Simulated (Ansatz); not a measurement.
ZnSnN2:
```xyz
16
Lattice="5.8467 0.0000 0.0000 0.0000 6.7329 0.0000 0.0000 0.0000 5.4741" Properties=species:S:1:pos:R:3 pbc="T T T"
Zn     3.4071     5.8911     5.4675
Zn     2.4396     0.8418     2.7304
Zn     5.3629     2.5247     2.7304
Zn     0.4838     4.2083     5.4675
Sn     3.4382     2.5254     5.4699
Sn     2.4085     4.2075     2.7329
Sn     5.3318     5.8919     2.7329
Sn     0.5149     0.8411     5.4699
N      3.4058     2.5209     2.0706
N      2.4409     4.2120     4.8076
N      5.3643     5.8874     4.8076
N      0.4824     0.8455     2.0706
N      3.3910     5.8958     2.0457
N      2.4557     0.8371     4.7827
N      5.3791     2.5293     4.7827
N      0.4676     4.2036     2.0457
```

Relaxed with r²SCAN. Special points in fractions of this cell's reciprocal vectors: Γ (0.000, 0.000, 0.000); X (0.500, 0.000, 0.000); S (0.500, 0.500, 0.000); Y (0.000, 0.500, 0.000); Z (0.000, 0.000, 0.500); U (0.500, 0.000, 0.500); R (0.500, 0.500, 0.500); T (0.000, 0.500, 0.500).

Question: List the band energies nearest the valence-band maximum at these points for DFT-r²SCAN in the program Ansatz with PAW potentials.

Answer: In eV from the valence-band maximum; about four levels below and three above (degenerate sets whole), none deeper than 8.9 eV; points with the same levels are listed once.

| k | below | above |
|---|---|---|
| Γ | -0.81 -0.07 -0.04 0.00 | 0.53 3.27 4.17 |
| X | -0.64 -0.64 -0.40 -0.40 | 2.93 2.93 4.30 4.30 |
| S | -0.86 -0.86 -0.85 -0.85 | 3.55 3.55 4.19 4.19 |
| Y | -0.59 -0.59 -0.43 -0.43 | 2.68 2.68 5.06 5.06 |
| Z | -0.49 -0.49 -0.46 -0.46 | 2.96 2.96 3.83 3.83 |
| U | -1.01 -1.01 -1.01 -1.01 | 3.60 3.60 3.60 3.60 |
| R | -1.39 -1.39 -1.18 -1.18 | 4.13 4.13 4.15 4.15 |
| T | -1.08 -1.08 -0.93 -0.93 | 3.74 3.74 4.57 4.57 |

Space group Pna2_1. Symmetry was held in the r²SCAN relaxation. Spin–orbit coupling is left out wherever it is not named.

Potentials: the later of the program's two PAW sets.
